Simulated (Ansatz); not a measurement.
AlN:
```yaml
crystal:
  lattice:
    - [5.29389, 0.00000, 0.00000]
    - [0.00000, 5.29389, 0.00000]
    - [0.00000, 0.00000, 3.10871]
  atoms:
    - { symbol: Al, position: [0.32286, 0.67714, 0.00000] }
    - { symbol: Al, position: [0.67714, 0.32286, 0.00000] }
    - { symbol: Al, position: [0.82286, 0.82286, 0.50000] }
    - { symbol: Al, position: [0.17714, 0.17714, 0.50000] }
    - { symbol: N, position: [0.31530, 0.31530, 0.00000] }
    - { symbol: N, position: [0.68470, 0.68470, 0.00000] }
    - { symbol: N, position: [0.18470, 0.81530, 0.50000] }
    - { symbol: N, position: [0.81530, 0.18470, 0.50000] }
```

Relaxed with PBEsol. Special points in fractions of this cell's reciprocal vectors: Γ (0.000, 0.000, 0.000); X (0.000, 0.500, 0.000); M (0.500, 0.500, 0.000); Z (0.000, 0.000, 0.500); R (0.000, 0.500, 0.500); A (0.500, 0.500, 0.500).

**Question.** List the band energies nearest the valence-band maximum at these points for the program Ansatz at the PBEsol level (PAW).

**Answer.** In eV from the valence-band maximum; about four levels below and three above (degenerate sets whole), none deeper than 8.9 eV; points with the same levels are listed once.

| k | below | above |
|---|---|---|
| Γ | -0.50 -0.10 -0.10 -0.02 | 3.75 5.91 6.40 |
| X | -0.64 -0.64 -0.62 -0.62 | 5.74 5.74 6.42 6.42 |
| M | -1.06 -1.06 -0.96 -0.96 | 5.96 5.96 6.30 6.30 |
| Z | -1.68 -1.68 -1.52 -1.52 | 5.90 5.90 7.67 7.67 |
| R | -1.40 -1.40 -0.69 -0.69 | 6.18 6.18 6.64 6.64 |
| A | -1.19 -1.19 -0.98 -0.98 | 5.11 5.11 5.62 5.62 |

Space group P4_2/mnm. The start of the workflow was typed in or built on a structure type; neither database checked (COD, Materials Project) lists it. It is not the phase usual at ambient conditions (space group No. 186, 216). The cell was relaxed with PBEsol under the symmetry of its start; its stability against distortions is not shown here.

Potentials: the earlier of the program's two PAW sets. The files were generated under PBE; for other functionals the program regenerates the frozen cores, and for LDA and PBEsol the local potential too.
